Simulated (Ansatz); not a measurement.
Input and command of a plane-wave DFT calculation in Ansatz:

```yaml
crystal:
  lattice:
    - [4.0335084229, 0.0, 0.0]
    - [0.0, 4.0335084229, 0.0]
    - [0.0, 0.0, 4.0335084229]
  atoms:
    - { symbol: Ti, position: [0.5, 0.5, 0.0] }
    - { symbol: Ti, position: [0.0, 0.5, 0.5] }
    - { symbol: Ti, position: [0.5, 0.0, 0.5] }
    - { symbol: O, position: [0.0247923122, 0.5, 0.0] }
    - { symbol: O, position: [0.5247923122, 0.0, 0.0] }
    - { symbol: O, position: [0.0247923122, 0.0, 0.5] }
basis:
  ecutwfc: 420
kpoints:
  mp_grid: { grid: [12, 12, 12] }
hamiltonian:
  xc: pbesol
scf:
  occupations: { method: gaussian, width: 0.15 }
output:
  forces: true
  stress: true
  eigenvalues: true
```

```bash
ansatz run input.yaml --threads 1 --pin off --max-ram 2560MiB --backend cpu --events-out ev --progress --plain --runs-dir out
```

Processor: Intel(R) Xeon(R) Processor @ 2.50GHz (Skylake/Cascade Lake), 1 thread, on a host shared with other jobs.

Question: Estimate time, memory and problem size.

Answer: About 61 s on 1 thread of Intel(R) Xeon(R) Processor @ 2.50GHz (Skylake/Cascade Lake), with other jobs on the host, peak memory 0.58 GiB. It solves 33 bands at 196 k points (the mesh reduced by symmetry) with about 1309 plane waves, in 7 SCF iterations.
